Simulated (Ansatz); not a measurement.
Here is the system:

PW:
```cif
data_PW
_chemical_formula_sum 'W1 P1'
_space_group_name_H-M_alt 'P 1'
_space_group_IT_number 1
_cell_length_a 3.01329
_cell_length_b 3.01329
_cell_length_c 3.01329
_cell_angle_alpha 90.000
_cell_angle_beta 90.000
_cell_angle_gamma 90.000
loop_
_space_group_symop_operation_xyz
  'x, y, z'
loop_
_atom_site_label
_atom_site_type_symbol
_atom_site_fract_x
_atom_site_fract_y
_atom_site_fract_z
_atom_site_occupancy
W1 W 0.00000 0.00000 0.00000 1
P1 P 0.50000 0.50000 0.50000 1
```

This is the PBE-relaxed structure.

### Question
All from the program Ansatz at the PBE level (PAW), unless another level is named. Predict the electronic character.

### Answer
metallic (no gap).

### Question
Next, the density of states at the Fermi level?

### Answer
0.64 states/eV per atom (mean over ±0.08 eV).

### Question
Next, the formation energy from the elements (no fitted shifts)?

### Answer
-0.12 eV/atom.

### Question
Give the gap with spin–orbit coupling.

### Answer
none (metallic).

Space group Pm-3m (CsCl type). A made-up cell: these elements were put on the sites of a structure type; neither database checked (COD, Materials Project) lists it. COD files the formula under space group No. 62. Its standing as an ambient phase is unchecked. The cell was relaxed with PBE under the symmetry of its start; whether a distortion lowers the energy is not shown. No spin polarisation was allowed. The references are the lowest solids computed at this level, not always the standard phases. Scalar-relativistic: spin–orbit coupling is off unless named, which matters more the heavier the elements.

Potentials: the earlier of the program's two PAW sets.
